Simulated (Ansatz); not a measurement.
## Notes on Ba3Sb2Br2O5

```
Ba Sb Br O
1.0
     0.00000    4.32750    0.00000
     4.32750    0.00000    0.00000
     2.16375    2.16375  -13.14911
Ba Sb Br O
3 2 2 5
Cartesian
  2.1638 2.1638 0.0000
  2.1638 2.1638 -4.0815
  4.3275 4.3275 -9.0676
  2.1638 2.1638 -11.0610
  4.3275 4.3275 -2.0881
  2.1638 2.1638 -7.7632
  4.3275 4.3275 -5.3859
  2.1638 4.3275 -10.7928
  4.3275 2.1638 -10.7928
  4.3275 2.1638 -2.3563
  2.1638 4.3275 -2.3563
  0.0000 0.0000 0.0000
```

Level: LDA, no spin polarisation; 420 eV; 6×6×6 Γ-centred mesh; gaussian occupations (width 0.0198 eV); Ansatz 0.2.0, fixed geometry.

Task: Is it stable against the elements?

Result: -2.18 eV an atom against the elements' usual phases (free molecules for gases, crystals otherwise, with no correction for O₂ or N₂), so it is bound against them; other compounds may still compete. Relaxing would lower it.

Task: What happens at the Fermi level?

Result: It is a metal, with about 0.88 states/eV a cell as the mean within 0.25 eV of the Fermi level, mostly Sb p (57 %) and O p (13 %).

Task: What does the stress say?

Result: The pressure is 0.2 GPa (compression positive), so with the atoms held at these fractions the cell is close to zero pressure. The principal stresses -2.1, 1.4, 1.4 GPa differ, so its shape would change too.

Task: Which atom feels the largest force, and which way?

Result: The largest is on Sb5 (and as large on other atoms): 0.78 eV/Å, components (0.00, 0.00, -0.78). It makes 180° with the line to a nearest neighbour, O12 at 2.09 Å, pointing away from it.

Origin: a known structure type with other elements, at an estimated volume, so it need not be a known compound.
